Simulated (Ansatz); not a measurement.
The start is a generated cell, SiS2 built in the 2H-MoS2 structure type. A full variable-cell relaxation at zero pressure is run with r2SCAN (plane waves to 500 eV, PAW, scalar-relativistic; Ansatz, a first-principles code). The first steps use a coarse 9×9×2 k-mesh.

The start:
```
CELL_PARAMETERS angstrom
      2.88717     0.00000     0.00000
     -1.44359     2.50036     0.00000
      0.00000     0.00000    11.22992
ATOMIC_POSITIONS crystal
  Si 0.33333 0.66667 0.25000
  Si 0.66667 0.33333 0.75000
  S  0.33333 0.66667 0.62750
  S  0.66667 0.33333 0.12750
  S  0.66667 0.33333 0.37250
  S  0.33333 0.66667 0.87250
```

How large is the pressure on the unrelaxed cell, and of which sign?

+48.6 GPa (positive: the cell is compressed).

What is the largest force in the starting geometry, and on which atom (counted from 1)?

2.55 eV/Å, on S3, S4, S5, S6 (atoms numbered as listed).

How does the volume change?

+41.9 %, from 13.51 to 19.17 Å³/atom.

What does it relax into? Give the structure.


Space group P6₃/mmc (No. 194); a = b = 3.231 Å, c = 12.721 Å, α = β = 90.00°, γ = 120.00°

| atom | site | symmetry | x | y | z |
|---|---|---|---|---|---|
| Si | 2c | -6m2 | 0.3333 | 0.6667 | 0.2500 |
| S | 4f | 3m. | 0.6667 | 0.3333 | 0.1362 |

The space group stays P6₃/mmc (No. 194) (the run could not lower it); the end is AFLOW prototype AB2_hP6_194_c_f (C7, as in MoS2), with 6 atoms in the primitive cell. Final values are on a 12×12×3 k-mesh of the relaxed cell. No spin polarisation in the result.

The run could not lower the symmetry of its start; a shaken copy of this end point relaxes with r2SCAN to P4₂/nmc (No. 137), 0.559 eV/atom lower.

The relaxed structure here is a generated cell of SiS2: the first start was made by placing the elements on the sites of a structure type, and the end was not matched to a known phase here, so it may be hypothetical.
